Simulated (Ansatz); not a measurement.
ZnSiP$_{2}$:
```yaml
crystal:
  lattice:
    - [-2.68864, 2.68864, 5.23304]
    - [2.68864, -2.68864, 5.23304]
    - [2.68864, 2.68864, -5.23304]
  atoms:
    - { symbol: Zn, position: [0.75000, 0.25000, 0.50000] }
    - { symbol: Zn, position: [0.00000, 0.00000, 0.00000] }
    - { symbol: Si, position: [0.25000, 0.75000, 0.50000] }
    - { symbol: Si, position: [0.50000, 0.50000, 0.00000] }
    - { symbol: P, position: [0.14176, 0.12500, 0.51676] }
    - { symbol: P, position: [0.60824, 0.62500, 0.48324] }
    - { symbol: P, position: [0.37500, 0.85824, 0.98324] }
    - { symbol: P, position: [0.87500, 0.39176, 0.01676] }
```

Relaxed with r²SCAN. r²SCAN in the plane-wave PAW code Ansatz gives a gap of 1.55 eV.

Problem. What gap does HSE06 give on the same cell (Ansatz, PAW)?

Solution. 1.98 eV, 0.43 eV more. The hybrid was solved on a coarser mesh and at special points; its gap is the smallest among all of these.

```csv
k,v1 r²SCAN,c1 r²SCAN,v1 HSE06,c1 HSE06
Γ,0.00,1.55,0.00,1.98
M,-1.17,1.77,…,…
X,-0.58,2.35,-0.61,2.85
P,-0.93,3.03,-0.97,3.54
N,-0.81,3.03,…,…
S0,-0.61,1.90,…,…
R,-0.92,2.66,…,…
```

Problem. Top valence (v1) and lowest conduction level (c1) in eV from each method's valence maximum (which need not be a listed point): supply the withheld HSE06 values.

Solution. 
- M, v1 HSE06: -1.22
- M, c1 HSE06: 2.20
- S0, v1 HSE06: -0.63
- S0, c1 HSE06: 2.39
- R, v1 HSE06: -0.95
- R, c1 HSE06: 3.17
- N, v1 HSE06: -0.84
- N, c1 HSE06: 3.60

Cost on shared cores: the r²SCAN run (SCF on a 7×7×7 mesh, then bands and DOS) about 4 core-minutes (a rough figure), the HSE06 run (SCF on 4×4×4, then a few points) about 7 core-minutes (a rough figure); the tasks are unlike.

Space group I-42d (chalcopyrite). The r²SCAN relaxation kept the symmetry of its start.

Potentials: the later of the program's two PAW sets.
